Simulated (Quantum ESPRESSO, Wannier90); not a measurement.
# Wannierisation of Tl (hcp (Mg type))

Structure: Materials Project mp-82, symmetrised, not relaxed again. This is the element's usual structure. Computed values, not measurements, from PBEsol: Quantum ESPRESSO (norm-conserving PseudoDojo potentials, cutoff 50 Ry, no spin polarisation, no spin-orbit coupling) on a Γ-centred 12×12×6 mesh, then Wannier90. Density: 18×18×8 mesh, cold smearing 0.01 Ry. Spin-orbit coupling is left out although heavy elements are present.

Input w.win:

```
num_bands = 15
num_wann = 8
exclude_bands = 1-10
num_iter = 0
conv_tol = 1.0e-6
conv_window = 4
dis_num_iter = 1000
dis_conv_tol = 1.0e-6
dis_froz_max = 11.48
write_hr = true
write_u_matrices = true
begin projections
Tl: s;p
end projections
begin unit_cell_cart
ang
    3.4973398763    0.0000000000    0.0000000000
   -1.7486699382    3.0287851785    0.0000000000
    0.0000000000    0.0000000000    5.6465600000
end unit_cell_cart
begin atoms_frac
Tl   0.3333333333 -0.3333333333  0.2500000000
Tl  -0.3333333333  0.3333333333 -0.2500000000
end atoms_frac
mp_grid = 12 12 6
begin kpoints
0.0000000000 0.0000000000 0.0000000000
0.0000000000 0.0000000000 0.1666666667
0.0000000000 0.0000000000 0.3333333333
... (861 more lines: the 12x12x6 mesh through Gamma)
end kpoints
```

On the energy scale of pw.x, whose zero is arbitrary, the Fermi level lies at 9.98 eV. Lines of w_hr.dat (R1 R2 R3 m n Re Im, eV) for R = 0 and one of the shortest lattice vectors, rounded to 0.01 eV, lines under 0.02 eV left out; orbitals in order: Tl1 s, Tl1 pz, Tl1 px, Tl1 py, Tl2 s, Tl2 pz, Tl2 px, Tl2 py.

```
    0    0    0    1    1     5.15     0.00
    0    0    0    5    1     0.03     0.00
    0    0    0    6    1     0.03     0.00
    0    0    0    7    1     0.04     0.00
    0    0    0    8    1    -0.03     0.00
    0    0    0    2    2    13.43     0.00
    0    0    0    5    2    -0.03     0.00
    0    0    0    6    2     0.02     0.00
    0    0    0    3    3    13.35     0.00
    0    0    0    5    3    -0.04     0.00
    0    0    0    7    3    -0.05     0.00
    0    0    0    8    3     0.04     0.00
    0    0    0    4    4    13.35     0.00
    0    0    0    5    4     0.03     0.00
    0    0    0    7    4     0.04     0.00
    0    0    0    1    5     0.03     0.00
    0    0    0    2    5    -0.03     0.00
    0    0    0    3    5    -0.04     0.00
    0    0    0    4    5     0.03     0.00
    0    0    0    5    5     5.15     0.00
    0    0    0    1    6     0.03     0.00
    0    0    0    2    6     0.02     0.00
    0    0    0    6    6    13.43     0.00
    0    0    0    1    7     0.04     0.00
    0    0    0    3    7    -0.05     0.00
    0    0    0    4    7     0.04     0.00
    0    0    0    7    7    13.35     0.00
    0    0    0    1    8    -0.03     0.00
    0    0    0    3    8     0.04     0.00
    0    0    0    8    8    13.35     0.00
   -1   -1    0    1    1    -0.30     0.00
   -1   -1    0    3    1     0.36     0.00
   -1   -1    0    4    1     0.73     0.00
   -1   -1    0    5    1    -0.02     0.00
   -1   -1    0    8    1     0.05     0.00
   -1   -1    0    2    2    -0.16     0.00
   -1   -1    0    6    2    -0.05     0.00
   -1   -1    0    7    2     0.03     0.00
   -1   -1    0    1    3    -0.45     0.00
   -1   -1    0    3    3     0.35     0.00
   -1   -1    0    4    3     0.81     0.00
   -1   -1    0    6    3     0.03     0.00
   -1   -1    0    1    4    -0.68     0.00
   -1   -1    0    3    4     0.65     0.00
   -1   -1    0    4    4     1.20     0.00
   -1   -1    0    5    4    -0.05     0.00
   -1   -1    0    8    4     0.05     0.00
   -1   -1    0    1    5    -0.02     0.00
   -1   -1    0    3    5     0.04     0.00
   -1   -1    0    4    5     0.02     0.00
   -1   -1    0    5    5    -0.30     0.00
   -1   -1    0    7    5     0.45     0.00
   -1   -1    0    8    5     0.68     0.00
   -1   -1    0    2    6    -0.05     0.00
   -1   -1    0    3    6     0.03     0.00
   -1   -1    0    6    6    -0.16     0.00
   -1   -1    0    1    7    -0.04     0.00
   -1   -1    0    2    7     0.03     0.00
   -1   -1    0    3    7     0.04     0.00
   -1   -1    0    4    7     0.03     0.00
   -1   -1    0    5    7    -0.36     0.00
   -1   -1    0    7    7     0.35     0.00
   -1   -1    0    8    7     0.65     0.00
   -1   -1    0    1    8    -0.02     0.00
   -1   -1    0    3    8     0.03     0.00
   -1   -1    0    5    8    -0.73     0.00
   -1   -1    0    7    8     0.81     0.00
   -1   -1    0    8    8     1.20     0.00
```
